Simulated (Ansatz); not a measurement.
Sn4Pd (space group Ccce)

```
CELL_PARAMETERS angstrom
      3.22131    -5.71110     0.00000
      3.22131     5.71110     0.00000
      0.00000     0.00000     6.39775
ATOMIC_POSITIONS crystal
  Sn 0.20610 0.45789 0.33095
  Sn 0.79390 0.54211 0.33095
  Sn 0.45789 0.20610 0.66905
  Sn 0.54211 0.79390 0.66905
  Sn 0.29390 0.04211 0.16905
  Sn 0.70610 0.95789 0.16905
  Sn 0.04211 0.29390 0.83095
  Sn 0.95789 0.70610 0.83095
  Pd 0.50000 0.50000 0.00000
  Pd 0.00000 0.00000 0.50000
```

The slice is a (010) plane (indices of the conventional cell) through the point (0.000, 0.000, 0.500) (fractional), spanned by u = [001] and v = [110] in vectors of this cell: u (6.40 Å) and v (6.44 Å, at 90° to u). It covers one period; positions are fractions (u, v).

All values below come from PBEsol (plane waves to 420 eV, PAW, scalar-relativistic; Ansatz, an electronic-structure program). k mesh 8×8×8. Inside the PAW spheres the values are not all-electron values, and peaks at nuclei hang on which shells count as valence. Sn4Pd is run without spin polarisation. Sn4Pd was relaxed with its symmetry unable to fall.

**Question.** Predict the map of the electrostatic potential energy of an electron, from the cell's mean on the slice.

**Answer.** 
```
|xxxxx05899888999999988899850xxxx|
|xxxxx16888888899999888888861xxxx|
|xxxx0478887778899988777888740xxx|
|xxx036787777778898877777787630xx|
|00146788776677889887766778876410|
|55677887766677889887766677887765|
|88888877766778899988776677788888|
|99888777777788899988877777778889|
|99887766777888888888887776677889|
|98877666778877655567788776667788|
|98877667788764100014678877667788|
|98877777787630xxxxx0367877777788|
|9988777888740xxxxxxx047888777889|
|999888888861xxxxxxxxx16888888899|
|999988899850xxxxxxxxx05899888999|
|99999999985xxxxxxxxxxx5899999999|
|999988899850xxxxxxxxx05899888999|
|999888888861xxxxxxxxx16888888899|
|9988777888740xxxxxxx047888777889|
|98877777787630xxxxx0367877777788|
|98877667788764100014678877667788|
|98877666778877655567788776667788|
|99887766777888888888887776677889|
|99888777777788899988877777778889|
|88888877766778899988776677788888|
|55677887766677889887766677887765|
|00146788776677889887766778876410|
|xxx036787777778898877777787630xx|
|xxxx0478887778899988777888740xxx|
|xxxxx16888888899999888888861xxxx|
|xxxxx05899888999999988899850xxxx|
|xxxxxx589999999999999999985xxxxx|
```
Scale: ten equal steps from -3.00 (start of '0') to 5.70 (end of '9'), in the order '0123456789'. Values: electrostatic potential energy of an electron, from the cell's mean, in eV. The map has 32 points along u (one character each, u = 0 at the left) and 32 along v (v = 0 in the bottom row). Points within 1 Å of a nucleus are blanked (x), as the pseudised field means little there. Values under -3 eV are set to -3. The zero, the cell's mean, hangs on the PAW cores.
